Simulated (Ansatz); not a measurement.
Computed properties of GaSb

GaSb:
```
GaSb
1.0
    4.36377     0.00000     0.00000
   -2.18189     3.77914     0.00000
    0.00000     0.00000     9.51107
Ga Sb
3 3
Cartesian
 -1.09071   1.88916   6.34071
  1.09118   1.88998   0.00000
  2.18142   0.00000   3.17036
 -1.09083   1.88938   1.58518
  1.09106   1.88976   4.75554
  2.18166   0.00000   7.92589
```

Space group P6_422 (No. 181); conventional cell a = 4.364 Å, b = 4.364 Å, c = 9.511 Å, α = 90.00°, β = 90.00°, γ = 120.00°.

Method: r²SCAN in the plane-wave PAW code Ansatz. Geometry: relaxed at this level of theory. Other levels are named where they apply.

### Cell and energy

```json
{
  "volume_per_atom": "26.14 Å³",
  "density": "6.08 g/cm³",
  "Formation energy from the elements (no fitted shifts)": "-0.065 eV/atom"
}
```

### Electronic structure

```json
{
 "electronic_character": "no gap, with almost no states at the Fermi level (zero-gap or semimetallic)",
 "Density of states at the Fermi level": "0.02 states/eV per atom (mean over ±0.08 eV)"
}
```

### Mechanics

```json
{
  "Bulk modulus (Birch–Murnaghan fit)": "56.3 GPa",
  "Pressure derivative B′": "4.7"
}
```

### Charges

```json
{
  "bader_charges": "Ga +0.34, Sb -0.34 e"
}
```

The start of the workflow was typed in or built on a structure type; neither database checked (COD, Materials Project) lists it. It is not the phase usual at ambient conditions (space group No. 216). The cell was relaxed with r²SCAN under the symmetry of its start; whether a distortion lowers the energy is not shown. A small band overlap can be real or an error of a semilocal functional. Point labels and valley counts follow the cell and symmetry of the run, lower than the named group. The references are the lowest solids computed at this level, not always the standard phases. Scalar-relativistic: spin–orbit coupling is off unless named, which matters more the heavier the elements.

Potentials: the later of the program's two PAW sets.
